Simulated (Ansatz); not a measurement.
## ZnO, first-principles data

ZnO:
```xyz
4
Lattice="3.9111 0.0000 0.0000 0.0000 3.9111 0.0000 0.0000 0.0000 3.4150" Properties=species:S:1:pos:R:3 pbc="T T T"
Zn     1.9555     0.0000     0.2078
Zn     0.0000     1.9555     3.2072
O      0.0000     0.0000     0.0000
O      1.9555     1.9555     0.0000
```

Space group P4/nmm (No. 129); conventional cell a = b = 3.9111 Å, c = 3.4150 Å, α = β = γ = 90.00°.

Method: LDA (plane waves, PAW; program Ansatz). The cell and atoms are relaxed at this level. Other levels are named where they apply.

**Cell and energy**

```json
{
  "volume_per_atom": "13.06 Å³",
  "density": "5.17 g/cm³",
  "Formation energy from the elements (no fitted shifts)": "-1.07 eV/atom"
}
```

**Electronic structure**

```json
{
  "electronic_character": "metallic (no gap)",
  "Density of states at the Fermi level": "0.06 states/eV per atom (mean over ±0.08 eV)"
}
```

**Phonons**

```json
{
 "highest_zone_centre_frequency": "588 cm⁻¹",
 "zone_centre_stability": "unstable, softest mode 201i cm⁻¹"
}
```

The cell is a constructed one: a structure type filled with these elements; neither database checked (COD, Materials Project) lists it. It is not the phase usual at ambient conditions (space group No. 186). The cell was relaxed with LDA under the symmetry of its start. A crystal of weakly bound layers computed without a dispersion correction: the cell and the soft elastic constants depend strongly on that. As this level gives no gap, phonon frequencies hold no LO–TO term and depend on the k-mesh and smearing (Fermi–Dirac, 0.1 eV here). The references are the lowest solids computed at this level, not always the standard phases (solids in place of the gases).

Potentials: the earlier of the program's two PAW sets. The files were generated under PBE; for other functionals the program regenerates the frozen cores, and for LDA and PBEsol the local potential too.
